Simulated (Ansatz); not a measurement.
Given:

TaC:
```yaml
crystal:
  lattice:
    - [0.00000, 2.39531, 2.39531]
    - [2.39531, 0.00000, 2.39531]
    - [2.39531, 2.39531, 0.00000]
  atoms:
    - { symbol: Ta, position: [0.00000, 0.00000, 0.00000] }
    - { symbol: C, position: [0.25000, 0.25000, 0.25000] }
```

This is the PBEsol-relaxed structure.

Problem. All from DFT-PBEsol in the program Ansatz with PAW potentials, unless another level is named. Predict the Debye temperature from the elastic constants.

Solution. 368 K.

Problem. What about the elastic constants (relaxed ions, GPa)?

Solution. C11 = 336, C12 = 188, C44 = 85.7.

Space group F-43m (zinc blende). The start of the workflow was typed in or built on a structure type; neither database checked (COD, Materials Project) lists it. It is not the phase usual at ambient conditions (space group No. 225). Symmetry was held in the PBEsol relaxation; whether a distortion lowers the energy is not shown. No spin polarisation was allowed. As this level gives no gap, shear constants depend on the k-mesh and smearing (Fermi–Dirac, 0.1 eV here). Scalar-relativistic: spin–orbit coupling is off unless named, which matters more the heavier the elements.

Potentials: the earlier of the program's two PAW sets. The files were generated under PBE; for other functionals the program regenerates the frozen cores, and for LDA and PBEsol the local potential too.
